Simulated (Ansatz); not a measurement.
**AlCu3: phonons across the zone at 1.02 times its equilibrium volume**

These are results of DFT LDA, scalar-relativistic, plane waves, PAW (Ansatz 0.2.0), not measurements. Plane waves to 420 eV; Γ-centred k mesh 12×12×12; Fermi-Dirac smearing of 0.15 eV. No spin polarisation. Phonons by linear response, acoustic sum rule imposed.

The cell, relaxed in shape and atoms at 1.02 times its equilibrium volume:
```
Al Cu
1.0
     3.61335    0.00000    0.00000
     0.00000    3.61335    0.00000
     0.00000    0.00000    3.61335
Al Cu
1 3
Direct
  0.00000 0.00000 0.00000
  0.50000 0.50000 0.00000
  0.50000 0.00000 0.50000
  0.00000 0.50000 0.50000
```

In a metal, frequencies and elastic constants depend on the k mesh and the smearing, soft modes and shear constants most. Some empty bands missed the eigensolver's threshold. The q mesh is coarse, so values between its points are rough.

Force constants from linear response on a 2×2×2 q mesh.

Q: Is the structure dynamically stable on the q mesh?

A: Yes, on this mesh: no mode is imaginary.

Q: Give the frequencies (cm⁻¹) at the points of high symmetry.

A:
| point | q | frequencies |
| --- | --- | --- |
| X | 0.000 0.500 0.000 | 124 124 137 137 152 160 181 195 195 282 282 292 |
| M | 0.500 0.500 0.000 | 114 126 133 133 155 155 156 205 207 274 299 299 |
| R | 0.500 0.500 0.500 | 113 113 128 128 128 136 136 136 239 311 311 311 |

Whether AlCu3 exists in this form wasn't checked.

Cost: 1 run of about 9.6 core-minutes, on Intel Xeon 6975P-C (Granite Rapids) (shared hosts).